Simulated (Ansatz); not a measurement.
# Phonon spectrum of Sc5Al

The calculation used DFT PBE, scalar-relativistic, plane waves, PAW (Ansatz). Plane waves to 420 eV; Γ-centred k mesh 12×12×8; Fermi-Dirac smearing of 0.15 eV. No spin polarisation. Phonons by linear response, acoustic sum rule imposed.

Equilibrium structure at this level:
```xyz
6
Lattice="5.5987 0.0000 0.0000 -2.7994 4.8486 0.0000 0.0000 0.0000 5.0762" Properties=species:S:1:pos:R:3 pbc="T T T"
Sc   -1.9179    3.3219    0.0000
Sc    3.8358    0.0000    0.0000
Sc    0.8815    1.5267    0.0000
Sc    0.0000    3.2324    2.5381
Sc    2.7994    1.6162    2.5381
Al    0.0000    0.0000    2.5381
```

The cell was found from a structure generator's guess, not taken from experiment. In a metal, frequencies and elastic constants depend on the k mesh and the smearing, soft modes and shear constants most. The q mesh is coarse, so values between its points are rough.

Force constants from linear response on a 2×2×1 q mesh.

Problem. Is the structure dynamically stable on this mesh?

Solution. Yes, on this mesh: no mode is imaginary.

Problem. Give the frequencies (cm⁻¹; i marks imaginary ones) at the irreducible q points, in fractions of the reciprocal vectors.

Solution.
```json
{"q": "0.000 0.000 0.000", "star": "1", "frequencies": "0 0 0 139 139 139 166 166 170 170 184 196 196 207 207 208 218 233"}
{"q": "0.000 -0.500 0.000", "star": "3", "frequencies": "88 104 110 111 112 145 150 153 174 183 183 195 202 211 211 215 225 230"}
```
